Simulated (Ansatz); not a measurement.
GaBi (zinc blende, F-43m), a = 6.3328 Å, b = 6.3328 Å, c = 6.3328 Å, α = 90.00°, β = 90.00°, γ = 90.00°; the cell used has 2 atoms.

Relaxed with PBEsol.

Task: Tabulate the valence density and the electron localisation function along the shortest Ga–Bi contact (2.74 Å), PBEsol (plane waves, PAW; program Ansatz).

Result: 

```tsv
distance from Ga (Å)	density (e/Å³)	ELF
0.27	22.73	0.03
0.41	8.76	0.05
0.55	2.93	0.12
0.69	1.17	0.22
0.82	0.66	0.29
0.96	0.46	0.34
1.10	0.38	0.45
1.23	0.35	0.57
1.37	0.37	0.59
1.51	0.44	0.51
1.65	0.58	0.44
1.78	0.84	0.42
1.92	1.54	0.41
2.06	2.85	0.33
2.19	4.37	0.20
2.33	5.76	0.10
2.47	6.93	0.07
```

The density is the valence pseudo-density with augmentation charge, so density and ELF within about 1 Å of a nucleus are not all-electron values.

The first step of the workflow began from a Materials Project structure, measured or hypothetical; the Crystallography Open Database copy checked does not list it. With Ga and Bi taken as one species the cell has the higher symmetry Fd-3m, so it may be an ordered model of a mixed-site phase. Whether it is the stable phase at ambient conditions was not checked. The cell was relaxed with PBEsol under the symmetry of its start; its stability against distortions is not shown here. Scalar-relativistic: spin–orbit coupling is off unless named, which matters more the heavier the elements.

Potentials: the later of the program's two PAW sets.
